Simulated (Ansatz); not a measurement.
Values for one crystal, relaxed and computed with plane-wave PAW r²SCAN (Ansatz code); other levels are named.

- Volume per atom = 14.22 Å³
- Electronic character = metallic (no gap)
- Formation energy from the elements (no fitted shifts) = -0.40 eV/atom
- Density of states at the Fermi level = 0.49 states/eV per atom (mean over ±0.08 eV)

Q: Pick the material that matches.
A) Zr5Sb3S, P6_3/mcm (Zr on 4d, Zr on 6g, Sb on 6g, S on 2b)
B) Nb5Si3, I4/mcm (Nb on 16l, Nb on 4c, Si on 8h, Si on 4a)
C) Si3Mo5, I4/mcm (Si on 8h, Si on 4a, Mo on 16k, Mo on 4b)
D) Te4Pt3, R-3m (Te on 6c, Te on 6c, Pt on 6c, Pt on 3b)

A: C, Si3Mo5, I4/mcm (Si on 8h, Si on 4a, Mo on 16k, Mo on 4b)

The first step of the workflow began from a Materials Project structure, measured or hypothetical; the Crystallography Open Database files this formula in space group No. 140, but the cells were not matched. Its standing as an ambient phase is unchecked. Symmetry was held in the r²SCAN relaxation; whether a distortion lowers the energy is not shown. The run is not spin-polarised. The references are the lowest solids computed at this level, not always the standard phases. Scalar-relativistic: spin–orbit coupling is off unless named, which matters more the heavier the elements.

Potentials: the earlier of the program's two PAW sets.
